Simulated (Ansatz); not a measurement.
### Question
Each is relaxed and computed with DFT-r²SCAN in the program Ansatz with PAW potentials. Which is the only metal?
A. Si3N4, P6_3/m (Si on 6h, N on 2c, N on 6h)
B. SiC, wurtzite
C. Y3Si5, P-62m (Y on 3f, Si on 2d, Si on 3g)
D. YMnO3, Cmcm (Y on 4a, Mn on 4c, O on 8f, O on 4c)

### Answer
C, Y3Si5, P-62m (Y on 3f, Si on 2d, Si on 3g). Y3Si5: metal; Si3N4: gap 4.99 eV (indirect); SiC: gap 2.65 eV (indirect); YMnO3: gap 0.79 eV (indirect). Spin orders computed, not proven ground states: YMnO3, Cmcm (Y on 4a, Mn on 4c, O on 8f, O on 4c) antiferromagnetic. Typed or built starts, not in the databases checked: Y3Si5, P-62m (Y on 3f, Si on 2d, Si on 3g). Standing as an ambient phase not checked: YMnO3, Cmcm (Y on 4a, Mn on 4c, O on 8f, O on 4c). All cells were relaxed under the symmetry of their starts (and spin orders); stability against distortions was not tested throughout. Cells of antiferromagnets are given as chemical subcells. Rows with no word on spin ran without spin polarisation. No Hubbard U is applied. Scalar-relativistic: spin–orbit coupling is off unless named, which matters more the heavier the elements.

Potentials: the later of the program's two PAW sets.
